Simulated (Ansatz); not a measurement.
**CdAsPt$_{5}$: computed property card**

CdAsPt$_{5}$:
Space group P4/mmm (No. 123); a = b = 3.9811 Å, c = 7.2273 Å, α = β = γ = 90.00°

```csv
atom,site,symmetry,x,y,z
Cd,1c,4/mmm,0.5000,0.5000,0.0000
As,1b,4/mmm,0.0000,0.0000,0.5000
Pt,4i,2mm.,0.0000,0.5000,0.2865
Pt,1a,4/mmm,0.0000,0.0000,0.0000
```

Space group P4/mmm (No. 123); conventional cell a = 3.981 Å, b = 3.981 Å, c = 7.227 Å, α = 90.00°, β = 90.00°, γ = 90.00°.

Method: r²SCAN (plane waves, PAW; program Ansatz). The cell and atoms are relaxed at this level. Other levels are named where they apply.

### Cell and energy

| Property | Result |
|---|---|
| Volume per atom | 16.36 Å³ |
| Density | 16.86 g/cm³ |

### Electronic structure

| Quantity | Value |
|---|---|
| Electronic character | metallic (no gap) |
| Density of states at the Fermi level | 0.42 states/eV per atom (mean over ±0.08 eV) |

The workflow started from a Materials Project entry (that database holds measured and hypothetical structures alike); the Crystallography Open Database copy checked does not list it. Its standing as an ambient phase is unchecked. The r²SCAN relaxation kept the symmetry of its start; whether a distortion lowers the energy is not shown. The run is not spin-polarised. Spin–orbit coupling is left out wherever it is not named.

Potentials: the later of the program's two PAW sets.
